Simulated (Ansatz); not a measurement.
Rb3AsF6 in space group Fm-3m (No. 225; Rb on 8c, Rb on 4b, As on 4a, F on 24e) under volume change, DFT-r²SCAN in the program Ansatz with PAW potentials, shape and atoms relaxed at each volume.

| V (Å³/atom) | E − E(relaxed) (meV/atom) | P (GPa) |
|---|---|---|
| 18.396 | 22.2 | 4.33 |
| 19.002 | 9.2 | 2.60 |
| 19.609 | 2.2 | 1.17 |
| 20.215 | 0.0 | 0.00 |
| 20.822 | 1.9 | -0.96 |
| 21.428 | 7.0 | -1.74 |
| 22.034 | 14.8 | -2.38 |

**Question.** What does a third-order Birch–Murnaghan fit give for V₀, B₀ and B′?

**Answer.** V₀ = 20.22 Å³/atom, B₀ = 35.2 GPa, B′ = 5.6.

The first step of the workflow began from a Materials Project structure, measured or hypothetical; the Crystallography Open Database copy checked does not list it. Its standing as an ambient phase is unchecked. The r²SCAN relaxation kept the symmetry of its start; whether a distortion lowers the energy is not shown.

Potentials: the later of the program's two PAW sets.
